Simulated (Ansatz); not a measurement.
KLiBeF4:
```xyz
14
Lattice="5.0164 0.0000 0.0000 -2.5082 4.3444 0.0000 0.0000 0.0000 8.6012" Properties=species:S:1:pos:R:3 pbc="T T T"
K      0.0000     0.0000     8.5872
K      0.0000     0.0000     4.2866
Li     0.0000     2.8962     6.9107
Li     2.5082     1.4481     2.6101
Be     2.5082     1.4481     5.9826
Be     0.0000     2.8962     1.6820
F      3.2388     0.1717     6.4610
F      1.4707     2.8907     2.1604
F      3.2483     2.7191     6.4610
F     -0.7306     4.1727     2.1604
F      1.0375     1.4536     6.4610
F     -0.7401     1.6253     2.1604
F      2.5082     1.4481     4.4303
F      0.0000     2.8962     0.1297
```

Relaxed with r²SCAN.

### Question
Map the electron localisation function on the plane through (0.000, 0.000, 0.998) spanned by u = [0, 0, 1] and v = [1, -1, 0] in lattice vectors, from plane-wave PAW r²SCAN (Ansatz code).

### Answer
x is the fraction of u, y of v (the angle between them is 90°; rows are the nearest grid lines); atoms in the plane: K at (0.00, 0.00), K at (0.50, 0.00), Li at (0.81, 0.33), Li at (0.31, 0.67), Be at (0.70, 0.67), Be at (0.20, 0.33), F at (0.52, 0.67), F at (0.02, 0.33).
```
|=*%%%*.       .*%%%**%%%*.       .*%%%*=|
|%%%%#=         =#%%%%%%#-         -#%%%%|
|%%%%*.         .+%%%%%%+.   .:.   .+%%%%|
|#*+:    :---:.   .=++-.   :+***+-   .+*#|
|      .:-===-:           :+*####+-.     |
|       .:::.     .=+*+-. .-**#*+=-.     |
|                .=*###*-. .=+*+=-.      |
|          -@@@+ .#%%*#%#+               |
|          *@@@# .#%#=*%%*.              |
|                .+#%%##+:  :===-..      |
|      .:--.      -+##*+:  :+***+-:.     |
|      :=*###*+:    ::.   :+*###*+=:     |
|-:.   :+*###*+=:         :=*###*+:    :-|
|##*+:  :+***+-:.         .:--.      -+##|
|%%##+:  :===-..                    .+#%%|
|+=*%%*.                      *@@@# .#%#+|
|#*#%#+                       -@@@+ .#%%#|
|###*-. .=+*+=-.                    .=*##|
|**+-. .-**#*+=-.          .:::.     .=+*|
|      :+*####+-.         .:-===-:       |
|++-.   :+***+-   .+**+:    :---:.   .=++|
|%%%%+.   .:.   .+%%%%%%*.         .+%%%%|
|%%%%#-         -#%%%%%%#=         =#%%%%|
|=*%%%*.       .*%%%**%%%*.       .*%%%*=|
```
Scale: ten equal steps from 0.000 (start of ' ') to 0.996 (end of '@'), in the order ' .:-=+*#%@'; x runs from 0.000 to 1.00, y from 0.000 (bottom) to 1.00 (top).

The density is the valence pseudo-density with augmentation charge, so density and ELF within about 1 Å of a nucleus are not all-electron values.

Space group P6_3. The first step of the workflow began from a Materials Project structure, measured or hypothetical; the Crystallography Open Database copy checked does not list it. Its standing as an ambient phase is unchecked. Symmetry was held in the r²SCAN relaxation; whether a distortion lowers the energy is not shown.

Potentials: the later of the program's two PAW sets.
